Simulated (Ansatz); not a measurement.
**Calculated quadrupolar parameters for CaH2CClO3**

The cell is a computed structure from the Materials Project (it need not be an observed phase).

```xyz
16
Lattice="4.9224 -3.7496 0.0000 4.9224 3.7496 0.0000 -4.6484 0.0000 5.3688" Properties=species:S:1:pos:R:3 pbc="T T T"
Ca   -0.4728    0.0000    2.0998
Ca    5.6691    0.0000    3.2690
H    -0.4861   -1.7414    5.2092
H     5.6824   -1.7414    0.1596
H     5.6824    1.7414    0.1596
H    -0.4861    1.7414    5.2092
C     2.5982    0.7794    2.6844
C     2.5982   -0.7794    2.6844
Cl    6.8957    0.0000    0.6996
Cl   -1.6994    0.0000    4.6692
O     1.4666    1.3474    2.7234
O     3.7297    1.3474    2.6454
O     3.7297   -1.3474    2.6454
O     1.4666   -1.3474    2.7234
O     4.9224   -2.3545    0.0000
O     4.9224    2.3545    0.0000
```

Sites (sets of like atoms) are named by element and the number of their first atom in this list.

Computed with Ansatz: DFT, PBE, plane waves and PAW, scalar-relativistic, 420 eV cutoff, Γ-centred 6×6×6 k-points, Fermi–Dirac smearing 0.05 eV.

V_zz is the principal component of the electric field gradient with the largest magnitude, η = (V_xx − V_yy)/V_zz and C_Q = eQV_zz/h. Directions are in the Cartesian axes of the cell vectors above, for the atom listed; none is given where the gradient is under 0.02 or η is above 0.95.

```tsv
site	first atom	first shell	V_zz (10²¹ V/m²)	η	direction of V_zz (x, y, z)
Ca	1	6 O at 2.44–2.57 Å, 2 Cl at 2.84–2.85 Å	1.00	0.19	-0.52 0.00 0.85
H	3	1 O at 0.99 Å; also 1 Cl at 2.19 Å	3.41	0.10	0.79 -0.60 0.16
C	7	2 O at 1.27 Å, 1 C at 1.56 Å; also 2 Ca at 3.22 Å	3.27	0.38	0.05 0.00 1.00
Cl	9	2 Ca at 2.84–2.85 Å; also 2 H at 2.19 Å	2.01	0.60	0.75 0.00 0.67
O11	11	1 C at 1.27 Å; also 2 Ca at 2.44–2.57 Å	-12.05	0.58	0.44 0.90 -0.06
O15	15	2 H at 0.99 Å, angle 103°; also 2 Ca at 2.56 Å	-12.49	0.87	-0.20 0.00 0.98
```

At H V_zz points along its bond to O (within 2°). At C V_zz stands upright on the plane through its three neighbours (within 1°).

The lattice is static: at room temperature water may turn and average the couplings of its hydrogen.
